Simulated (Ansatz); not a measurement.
**SrO, first-principles data**

SrO in space group P6_3/mmc (No. 194; Sr on 2d, O on 2c), a = b = 4.263 Å, c = 5.138 Å, α = β = 90.00°, γ = 120.00°.

Space group P6_3/mmc (No. 194); conventional cell a = 4.263 Å, b = 4.263 Å, c = 5.138 Å, α = 90.00°, β = 90.00°, γ = 120.00°.

Method: plane-wave PAW HSE06 (Ansatz code). The cell and atoms are relaxed at this level. Other levels are named where they apply.

### Cell and energy

```json
{
  "volume_per_atom": "20.21 Å³",
  "density": "4.26 g/cm³"
}
```

### Electronic structure

```json
{
  "band_gap": "4.02 eV (direct)",
  "valence_band_maximum": "at Γ",
  "conduction_band_minimum": "at Γ",
  "Gap with spin–orbit coupling": "4.02 eV (at the special points and the edges found without it)"
}
```

### Mechanics

```json
{
 "Bulk modulus (Birch–Murnaghan fit)": "74.4 GPa",
 "Pressure derivative B′": "4.3"
}
```

### Charges

```json
{
  "bader_charges": "Sr +1.54, O -1.54 e"
}
```

The workflow started from a Materials Project entry (that database holds measured and hypothetical structures alike); the Crystallography Open Database copy checked does not list it. It is not the phase usual at ambient conditions (space group No. 225). Symmetry was held in the HSE06 relaxation; its stability against distortions is not shown here. The hybrid was solved on a coarse mesh, the path and, where they were found, the r²SCAN edge points; its band edges are the extreme levels among these. Spin–orbit coupling is left out wherever it is not named.

Potentials: the later of the program's two PAW sets.
